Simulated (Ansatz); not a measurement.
**Ge (diamond): frozen-phonon scan**

Ge (diamond)

```xyz
4
Lattice="0.0000 5.6744 5.6744 2.8372 0.0000 2.8372 2.8372 2.8372 0.0000" Properties=species:S:1:pos:R:3 pbc="T T T"
Ge     2.8372     2.8372     2.8372
Ge     2.8372     5.6744     5.6744
Ge     4.2558     4.2558     4.2558
Ge     4.2558     7.0930     7.0930
```

The atoms are displaced by Q × the pattern below (from a DFPT mode at L = (0.5, 0.0, 0.0), largest move 1; Q in Å), at fixed cell. It is one choice among 2 degenerate patterns. (q is in reciprocal vectors of the primitive cell; the cell shown is doubled to hold the pattern.)

```csv
atom,x,y,z
Ge1,0.285,-0.520,0.805
Ge2,-0.285,0.520,-0.805
Ge3,-0.285,0.520,-0.805
Ge4,0.285,-0.520,0.805
```

Calculation: r2SCAN (plane waves to 500 eV, PAW, scalar-relativistic; Ansatz, a quantum-chemistry and plane-wave program). k mesh 5×10×10 (Γ-centred), Fermi-Dirac smearing 0.05 eV. The energy includes the smearing's −TS. Compression counts positive. As the smearing reaches across the gap at some points, energies and forces of such displacements shift with the k mesh and the smearing. Ge was relaxed with its symmetry unable to fall. The zero of ΔE is the undisplaced structure.

```json
[
 {"Q (Å)": "-0.180", "ΔE (eV/cell)": "1.390", "P (GPa)": "4.9", "−dE/dQ from forces (eV/Å)": "15.594"},
 {"Q (Å)": "-0.150", "ΔE (eV/cell)": "0.963", "P (GPa)": "3.4", "−dE/dQ from forces (eV/Å)": "12.902"},
 {"Q (Å)": "-0.120", "ΔE (eV/cell)": "0.615", "P (GPa)": "2.1", "−dE/dQ from forces (eV/Å)": "10.288"},
 {"Q (Å)": "-0.090", "ΔE (eV/cell)": "0.345", "P (GPa)": "1.2", "−dE/dQ from forces (eV/Å)": "7.700"},
 {"Q (Å)": "-0.060", "ΔE (eV/cell)": "0.153", "P (GPa)": "0.5", "−dE/dQ from forces (eV/Å)": "5.117"},
 {"Q (Å)": "-0.030", "ΔE (eV/cell)": "0.038", "P (GPa)": "0.1", "−dE/dQ from forces (eV/Å)": "2.550"},
 {"Q (Å)": "0.000", "ΔE (eV/cell)": "0.000", "P (GPa)": "0.0", "−dE/dQ from forces (eV/Å)": "0.000"},
 {"Q (Å)": "0.030", "ΔE (eV/cell)": "0.038", "P (GPa)": "0.1", "−dE/dQ from forces (eV/Å)": "-2.550"},
 {"Q (Å)": "0.060", "ΔE (eV/cell)": "0.153", "P (GPa)": "0.5", "−dE/dQ from forces (eV/Å)": "-5.117"},
 {"Q (Å)": "0.090", "ΔE (eV/cell)": "0.345", "P (GPa)": "1.2", "−dE/dQ from forces (eV/Å)": "-7.700"},
 {"Q (Å)": "0.120", "ΔE (eV/cell)": "0.615", "P (GPa)": "2.1", "−dE/dQ from forces (eV/Å)": "-10.288"},
 {"Q (Å)": "0.150", "ΔE (eV/cell)": "0.963", "P (GPa)": "3.4", "−dE/dQ from forces (eV/Å)": "-12.902"},
 {"Q (Å)": "0.180", "ΔE (eV/cell)": "1.390", "P (GPa)": "4.9", "−dE/dQ from forces (eV/Å)": "-15.594"}
]
```

Read from the data:

| Quantity | Value |
|---|---|
| Energy at Q = 0.180 Å | 1390 meV/cell |
| Space group of the distorted cell | P-1 (No. 2), lowered from Fd-3m |
| Symmetry of the curve | even: the same for both signs |
| Shape of the curve | a single well with its minimum at or next to zero displacement |
| Harmonic wavenumber from the curvature (finite differences) | 282 cm⁻¹ |

(A displaced cell: forces are minus the slopes of the energy, force constants its curvatures, and phonons follow from these.)
